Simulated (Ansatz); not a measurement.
TiO₂:
```cif
data_O4Ti2
_chemical_formula_sum 'Ti2 O4'
_space_group_name_H-M_alt 'P42/mnm'
_space_group_IT_number 136
_space_group_name_Hall '-P 4n 2n'
_cell_length_a 4.54792
_cell_length_b 4.54792
_cell_length_c 2.91732
_cell_angle_alpha 90.000
_cell_angle_beta 90.000
_cell_angle_gamma 90.000
loop_
_atom_site_label
_atom_site_type_symbol
_atom_site_symmetry_multiplicity
_atom_site_Wyckoff_symbol
_atom_site_fract_x
_atom_site_fract_y
_atom_site_fract_z
_atom_site_occupancy
Ti1 Ti 2 b 0.00000 0.00000 0.50000 1
O1 O 4 g 0.30396 0.30396 0.50000 1
```

Relaxed with LDA.

### Question
Decompose the optical modes at the zone centre into irreducible representations, and say which are infrared and Raman allowed.

### Answer
Point group 4/mmm: Γ_opt = A1g + A2g + A2u + B1g + 2B1u + B2g + Eg + 3Eu. Infrared: A2u, Eu. Raman: A1g, B1g, B2g, Eg.

### Question
Assign frequencies (DFPT, the program Ansatz at the LDA level (PAW); without the LO–TO term).

### Answer
B1u 94, A2u 117, Eu 127, B1g 137, Eu 381, B1u 390, A2g 420, Eg 463, Eu 486, A1g 609, B2g 817 cm⁻¹.

Subscripts of B labels follow the axes of the standard setting.

Space group P4_2/mnm (rutile). Symmetry was held in the LDA relaxation; phonons on a q-mesh show weakly imaginary modes. The run is not spin-polarised.

Potentials: the later of the program's two PAW sets.
